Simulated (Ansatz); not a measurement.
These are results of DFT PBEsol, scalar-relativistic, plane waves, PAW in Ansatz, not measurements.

Structure of Ta2O5:

```
Ta O
1.0
    -2.62037    2.62037    4.79144
     2.62037   -2.62037    4.79144
     2.62037    2.62037   -4.79144
Ta O
2 5
Direct
  0.19664 0.19664 0.00000
  0.80336 0.80336 0.00000
  0.00000 0.00000 0.00000
  0.50000 0.00000 0.00000
  0.00000 0.50000 0.00000
  0.00000 0.00000 0.50000
  0.50000 0.50000 0.50000
```

Settings: cutoff 420 eV, Γ-centred mesh 8×8×8 on the computed 7-atom cell, Gaussian smearing of 0.02 eV; no spin polarisation.

Levels along Γ–X–P–N–Γ–M–S | S0–Γ | X–R | G–M, in eV from a zero inside the gap, sorted by energy at each point. Points in fractions of the primitive reciprocal vectors: Γ (0.000 0.000 0.000), X (0.000 0.000 0.500), P (0.250 0.250 0.250), N (0.000 0.500 0.000), M (0.500 0.500 -0.500), S (0.325 0.675 -0.325), S0 (-0.325 0.325 0.325), R (-0.150 0.150 0.500), G (0.500 0.500 -0.150).
```
point k (1/Å, with 2π) band 25  band 26  band 27  band 28  band 29  band 30  band 31
    Γ             0.000    -2.30    -2.00    -2.00    -0.82     0.82     1.15     1.15
    -             0.121    -2.39    -2.14    -2.07    -0.88     1.02     1.15     1.32
    -             0.242    -2.59    -2.47    -2.23    -1.05     1.17     1.50     1.78
    -             0.363    -2.81    -2.81    -2.42    -1.34     1.18     2.12     2.24
    -             0.484    -2.97    -2.85    -2.62    -1.74     1.19     2.47     2.76
    -             0.606    -3.07    -2.86    -2.83    -2.24     1.19     2.70     3.32
    -             0.727    -3.08    -3.00    -2.87    -2.75     1.19     2.91     3.38
    X             0.848    -3.07    -3.05    -3.01    -2.87     1.19     3.09     3.17
    -             0.895    -3.07    -3.05    -3.01    -2.87     1.21     3.04     3.18
    -             0.941    -3.07    -3.05    -3.01    -2.89     1.26     2.92     3.21
    -             0.988    -3.07    -3.05    -3.01    -2.91     1.35     2.76     3.25
    -             1.035    -3.07    -3.06    -3.00    -2.93     1.48     2.57     3.31
    -             1.082    -3.07    -3.06    -3.00    -2.95     1.62     2.37     3.37
    -             1.129    -3.06    -3.06    -2.99    -2.96     1.79     2.17     3.42
    P             1.176    -3.06    -3.06    -2.98    -2.98     1.97     1.97     3.44
    -             1.261    -3.02    -2.99    -2.95    -2.94     1.98     2.00     3.46
    -             1.347    -3.12    -3.00    -2.70    -2.70     2.01     2.08     3.52
    -             1.433    -3.25    -3.00    -2.41    -2.40     2.06     2.22     3.59
    -             1.518    -3.37    -2.97    -2.12    -2.11     2.12     2.40     3.54
    -             1.604    -3.44    -2.94    -1.88    -1.86     2.18     2.60     3.42
    -             1.689    -3.47    -2.92    -1.71    -1.70     2.22     2.79     3.33
    N             1.775    -3.49    -2.91    -1.66    -1.64     2.24     2.88     3.28
    -             1.873    -3.46    -2.90    -1.78    -1.49     2.18     2.76     2.85
    -             1.970    -3.36    -2.85    -1.89    -1.33     2.01     2.40     2.46
    -             2.068    -3.15    -2.76    -1.96    -1.18     1.79     1.96     2.10
    -             2.166    -2.78    -2.62    -2.00    -1.04     1.54     1.56     1.75
    -             2.263    -2.47    -2.40    -2.01    -0.92     1.19     1.34     1.44
    -             2.361    -2.35    -2.11    -2.00    -0.85     0.92     1.20     1.23
    Γ             2.458    -2.30    -2.00    -2.00    -0.82     0.82     1.15     1.15
    -             2.552    -2.30    -2.00    -2.00    -0.82     0.82     1.22     1.22
    -             2.646    -2.31    -2.02    -2.02    -0.82     0.84     1.43     1.43
    -             2.739    -2.32    -2.03    -2.03    -0.82     0.86     1.74     1.74
    -             2.833    -2.33    -2.04    -2.04    -0.82     0.89     2.12     2.12
    -             2.927    -2.33    -2.05    -2.05    -0.82     0.92     2.51     2.51
    -             3.020    -2.34    -2.05    -2.05    -0.82     0.93     2.86     2.86
    M             3.114    -2.34    -2.05    -2.05    -0.82     0.94     3.01     3.01
    -             3.174    -2.35    -2.11    -2.06    -0.83     0.99     3.02     3.04
    -             3.234    -2.38    -2.26    -2.07    -0.87     1.13     3.03     3.10
    -             3.294    -2.49    -2.43    -2.07    -0.93     1.33     3.04     3.19
    -             3.354    -2.77    -2.49    -2.07    -1.01     1.58     3.06     3.32
    -             3.414    -3.08    -2.56    -2.04    -1.11     1.86     3.07     3.48
    -             3.474    -3.40    -2.64    -1.99    -1.21     2.15     3.07     3.36
    S             3.534    -3.61    -2.72    -1.93    -1.32     2.46     3.04     3.15
   S0             3.534    -3.61    -2.72    -1.93    -1.32     2.46     3.04     3.15
    -             3.645    -3.60    -2.87    -1.77    -1.52     2.73     2.91     3.04
    -             3.757    -3.44    -2.98    -1.70    -1.58     2.33     2.69     2.73
    -             3.868    -3.17    -3.05    -1.85    -1.37     1.95     2.30     2.37
    -             3.979    -3.04    -2.87    -1.96    -1.16     1.62     1.88     1.89
    -             4.090    -2.60    -2.59    -2.00    -0.99     1.36     1.39     1.51
    -             4.202    -2.38    -2.17    -2.00    -0.86     0.98     1.20     1.25
    Γ             4.313    -2.30    -2.00    -2.00    -0.82     0.82     1.15     1.15
    X             4.313    -3.07    -3.05    -3.01    -2.87     1.19     3.09     3.17
    -             4.349    -3.04    -3.04    -3.01    -2.88     1.20     3.09     3.18
    -             4.385    -3.01    -3.00    -2.94    -2.89     1.24     3.09     3.19
    -             4.421    -3.01    -2.96    -2.91    -2.82     1.31     3.09     3.22
    -             4.458    -3.00    -2.92    -2.92    -2.67     1.40     3.09     3.26
    -             4.494    -3.00    -2.92    -2.88    -2.52     1.51     3.09     3.30
    -             4.530    -2.99    -2.90    -2.84    -2.35     1.64     3.08     3.35
    R             4.566    -2.98    -2.88    -2.80    -2.20     1.78     3.08     3.38
    G             4.566    -2.98    -2.88    -2.80    -2.20     1.78     3.08     3.38
    -             4.651    -2.94    -2.81    -2.69    -1.84     2.17     3.00     3.07
    -             4.736    -2.87    -2.71    -2.58    -1.53     2.56     2.60     3.06
    -             4.821    -2.74    -2.60    -2.46    -1.27     2.11     3.03     3.05
    -             4.906    -2.53    -2.50    -2.33    -1.07     1.68     3.04     3.36
    -             4.991    -2.42    -2.30    -2.21    -0.93     1.30     3.02     3.19
    -             5.076    -2.36    -2.12    -2.10    -0.85     1.04     3.02     3.06
    M             5.161    -2.34    -2.05    -2.05    -0.82     0.94     3.01     3.01
```

Spin-orbit coupling is left out, which matters for the bands of heavy elements.

Cost: 1 run of about 2.4 core-minutes, on Arm Neoverse V1 (shared hosts).